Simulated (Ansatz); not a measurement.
Starting cell, MoS$_{2}$ (3R-MoS2 type, space group R3m):

```
MoS2
1.0
    1.58761     0.91661     6.19494
   -1.58761     0.91661     6.19494
    0.00000    -1.83321     6.19494
Mo S
1 2
Cartesian
  0.00000   0.00000   0.00009
  0.00000   0.00000  13.94411
  0.00000   0.00000  10.83494
```

Scan: atom 2 (S, nearest neighbour Mo at 2.403 Å; its periodic images, 3.2 Å or more away, move with it) is displaced along Cartesian z, direction (0.000, 0.000, 1.000) in Cartesian axes, by s. The other atoms stay.

These are r2SCAN+rVV10 (plane waves to 500 eV, PAW, scalar-relativistic; Ansatz, a first-principles code) values and carry that method's errors. k mesh 10×10×10 (Γ-centred), Fermi-Dirac smearing 0.05 eV. The energy includes the smearing's −TS. As the smearing reaches across the gap at some points, energies and forces of such displacements shift with the k mesh and the smearing. MoS2 is run without spin polarisation. MoS2 was relaxed with its symmetry unable to fall. This is one of several known forms of MoS2; the measured ambient cells at hand have space group No. 194. The zero of ΔE is the undisplaced structure.

Problem. Estimate the ΔE (meV/cell) for s (Å) = -0.288, -0.192, -0.096, 0.192, 0.288, 0.480.

Solution. 
```json
[
 {"s (Å)": "-0.288", "ΔE (meV/cell)": "897"},
 {"s (Å)": "-0.192", "ΔE (meV/cell)": "379"},
 {"s (Å)": "-0.096", "ΔE (meV/cell)": "89"},
 {"s (Å)": "0.192", "ΔE (meV/cell)": "288"},
 {"s (Å)": "0.288", "ΔE (meV/cell)": "600"},
 {"s (Å)": "0.480", "ΔE (meV/cell)": "1419"}
]
```

(For displaced atoms, the force is minus the slope of the energy, and its curvature is a force constant, which sets phonon frequencies.)
